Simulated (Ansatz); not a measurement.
Relaxed-ion elastic tensor of BaO (rock salt, Fm-3m) in GPa (Voigt order), PBEsol (plane waves, PAW; program Ansatz); density 6.16 g/cm³, 20.68 Å³ per atom.

```
 135  49.2  49.2   0.0   0.0   0.0
49.2   135  49.2   0.0   0.0   0.0
49.2  49.2   135   0.0   0.0   0.0
 0.0   0.0   0.0  34.4   0.0   0.0
 0.0   0.0   0.0   0.0  34.4   0.0
 0.0   0.0   0.0   0.0   0.0  34.4
```

Task: Is the crystal mechanically stable?

Result: Yes: the smallest eigenvalue of C is 34.4 GPa.

Task: Work out the Voigt, Reuss and Hill averages.

Result: K_V = 77.8, K_R = 77.8, K_H = 77.8; G_V = 37.8, G_R = 37.3, G_H = 37.6 GPa.

Task: Give Young's modulus, Poisson's ratio, Pugh's ratio and the universal anisotropy index.

Result: E = 9KG/(3K + G) = 97.1 GPa; ν = 0.29; K/G = 2.07 (ductile by the Pugh limit of 1.75); A_U = 5G_V/G_R + K_V/K_R − 6 = 0.06.

Task: Estimate the sound speeds and the Debye temperature.

Result: v_l = √((K + 4G/3)/ρ) = 4560 m/s, v_t = √(G/ρ) = 2470 m/s, mean 2760 m/s; Θ = (h/k)(3n/4πV)^(1/3) v_m = 299 K.

Task: Give the Zener ratio and Young's modulus along [100], [110] and [111].

Result: A = 2C44/(C11 − C12) = 0.80; 1/E = S11 − 2(S11 − S12 − S44/2)Γ with Γ = 0, 1/4, 1/3 gives 109, 93.9, 89.8 GPa.

Task: Solve the Christoffel equation for the three sound speeds along [100], [110], [111].

Result: Eigenvalues of C_ijkl n_j n_l equal ρv². In km/s, slowest first: [100] 2.36, 2.36, 4.68; [110] 2.36, 2.64, 4.53; [111] 2.55, 2.55, 4.48.

The cell was relaxed with PBEsol under the symmetry of its start. Spin–orbit coupling is left out wherever it is not named.

Potentials: the later of the program's two PAW sets.
